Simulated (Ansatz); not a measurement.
The start is a generated trial cell of MgO in the AFLOW prototype AB_oP4_59_a_b (as in CuTe). The cell and all atomic positions are relaxed at zero pressure with PBEsol (plane waves to 420 eV, PAW, scalar-relativistic; Ansatz, a first-principles code). The first steps use a coarse 9×7×4 k-mesh.

The start:
```
CELL_PARAMETERS angstrom
      2.56479     0.00000     0.00000
      0.00000     3.33016     0.00000
      0.00000     0.00000     5.65882
ATOMIC_POSITIONS crystal
  O  0.00000 0.00000 0.05100
  O  0.50000 0.50000 0.94900
  Mg 0.00000 0.50000 0.27700
  Mg 0.50000 0.00000 0.72300
```

- Initial pressure = +8.5 GPa (positive: the cell is compressed)
- Outcome = The space group goes from Pmmn (No. 59) to Fm-3m (No. 225); the end is rock salt type, with 2 atoms in the primitive cell
- Shortest distances (start → end) = The closest pairs of elements (up to four, under 3.6 Å), start → end: Mg–O 2.10 → 2.11 Å; O–O 2.18 → 2.98 Å; Mg–Mg 2.56 → 2.98 Å
- Band gap at the end = 4.62 eV, direct at Γ (no spin-orbit coupling)
- Optimiser moves = 27

It ends as:

```cif
data_Mg4O4
_chemical_formula_sum 'O4 Mg4'
_space_group_name_H-M_alt 'Fm-3m'
_space_group_IT_number 225
_space_group_name_Hall '-F 4 2 3'
_cell_length_a 4.21413
_cell_length_b 4.21413
_cell_length_c 4.21413
_cell_angle_alpha 90.000
_cell_angle_beta 90.000
_cell_angle_gamma 90.000
loop_
_atom_site_label
_atom_site_type_symbol
_atom_site_symmetry_multiplicity
_atom_site_Wyckoff_symbol
_atom_site_fract_x
_atom_site_fract_y
_atom_site_fract_z
_atom_site_occupancy
O1 O 4 b 0.50000 0.50000 0.50000 1
Mg1 Mg 4 a 0.00000 0.00000 0.00000 1
```
(The calculation used a cell of 2 atoms; values per cell refer to that cell.)

Final values are on a 13×13×13 k-mesh of the relaxed cell. No spin polarisation in the result.

The run could not lose the symmetry of its start; a randomly shaken copy of 4 atoms returns to this structure.
